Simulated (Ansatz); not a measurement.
AlSiCN in space group R3m (No. 160; Al on 3a, N on 3a, Si on 3a, C on 3a), DFT-PBE in the program Ansatz with PAW potentials, all energies at zero smearing, with the estimated change up to a 700 eV cutoff added, with one set of potentials and settings (totals compare only within such a set). Cell of 4 atoms (1 Al, 1 N, 1 Si, 1 C): -1809.574 eV.

| element | reference phase | E (eV/atom) |
|---|---|---|
| Al | Fm-3m, 1 atoms in the cell | -537.5055 |
| N | Pa-3, 8 atoms in the cell | -384.0342 |
| Si | Fd-3m, 2 atoms in the cell | -635.8114 |
| C | P6_3/mmc, 4 atoms in the cell | -250.9463 |

Formation energy per atom, worked out: (-1809.574 − 1×(-537.5055) − 1×(-384.0342) − 1×(-635.8114) − 1×(-250.9463))/4 = -0.319 eV/atom (-31 kJ per mol of atoms), at 0 K, without zero-point energy or fitted corrections.

The start of the workflow was typed in or built on a structure type; neither database checked (COD, Materials Project) lists it. Whether it is the stable phase at ambient conditions was not checked. The cell was relaxed with PBE under the symmetry of its start; whether a distortion lowers the energy is not shown. The references are the lowest solids computed at this level, not always the standard phases (solids in place of the gases).

Potentials: the earlier of the program's two PAW sets.
